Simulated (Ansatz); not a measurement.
Relaxed Ni3Si (Cu3Au type):

```yaml
crystal:
  lattice:
    - [3.46107, 0.00000, 0.00000]
    - [0.00000, 3.46107, 0.00000]
    - [0.00000, 0.00000, 3.46107]
  atoms:
    - { symbol: Si, position: [0.00000, 0.00000, 0.00000] }
    - { symbol: Ni, position: [0.00000, 0.50000, 0.50000] }
    - { symbol: Ni, position: [0.50000, 0.00000, 0.50000] }
    - { symbol: Ni, position: [0.50000, 0.50000, 0.00000] }
```

These are PBEsol (plane waves to 420 eV, PAW, scalar-relativistic; Ansatz, a quantum-chemistry and plane-wave program) values and carry that method's errors. k mesh 11×11×11 (Γ-centred), Fermi-Dirac smearing 0.05 eV. With partly filled bands, energies and forces of such displacements shift with the k mesh and the smearing. At this level the bands of Ni3Si touch or barely overlap. Ni3Si is run without spin polarisation. Ni3Si was relaxed with its symmetry unable to fall.

One atom of the cell was then moved (with its periodic images), all else fixed, and the forces (eV/Å) came out as:

```
atom      Fx      Fy     Fz
----  ------  ------  -----
Si1    4.718   4.718  0.000
Ni2    2.323  -0.663  0.000
Ni3   -0.663   2.323  0.000
Ni4   -6.378  -6.378  0.000
```

Which atom was moved, and by which vector (Å)?

Ni4, by (0.41, 0.41, 0.00), 0.58 Å in all.

(For displaced atoms, the force is minus the slope of the energy, and its curvature is a force constant, which sets phonon frequencies.)
